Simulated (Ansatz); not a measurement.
Data:

GaPt:
```
CELL_PARAMETERS angstrom
      4.91951     0.00000     0.00000
      0.00000     4.91951     0.00000
      0.00000     0.00000     4.91951
ATOMIC_POSITIONS crystal
  Ga 0.09282 0.09282 0.09282
  Ga 0.40718 0.90718 0.59282
  Ga 0.59282 0.40718 0.90718
  Ga 0.90718 0.59282 0.40718
  Pt 0.39891 0.39891 0.39891
  Pt 0.10109 0.60109 0.89891
  Pt 0.89891 0.10109 0.60109
  Pt 0.60109 0.89891 0.10109
```

This is the r²SCAN-relaxed structure.

Question: All from DFT-r²SCAN in the program Ansatz with PAW potentials, unless another level is named. Predict the formation energy from the elements (no fitted shifts).

Answer: -0.68 eV/atom.

Question: And the density of states at the Fermi level?

Answer: 0.19 states/eV per atom (mean over ±0.08 eV).

Question: Predict the gap with spin–orbit coupling.

Answer: none (metallic).

Space group P2_13. The first step of the workflow began from a Materials Project structure, measured or hypothetical; the Crystallography Open Database copy checked does not list it. With Ga and Pt taken as one species the cell has the higher symmetry Pa-3, so it may be an ordered model of a mixed-site phase. Its standing as an ambient phase is unchecked. The cell was relaxed with r²SCAN under the symmetry of its start; of distortions, only those at the zone centre were tested. The run is not spin-polarised. The references are the lowest solids computed at this level, not always the standard phases. Scalar-relativistic: spin–orbit coupling is off unless named, which matters more the heavier the elements.

Potentials: the later of the program's two PAW sets.
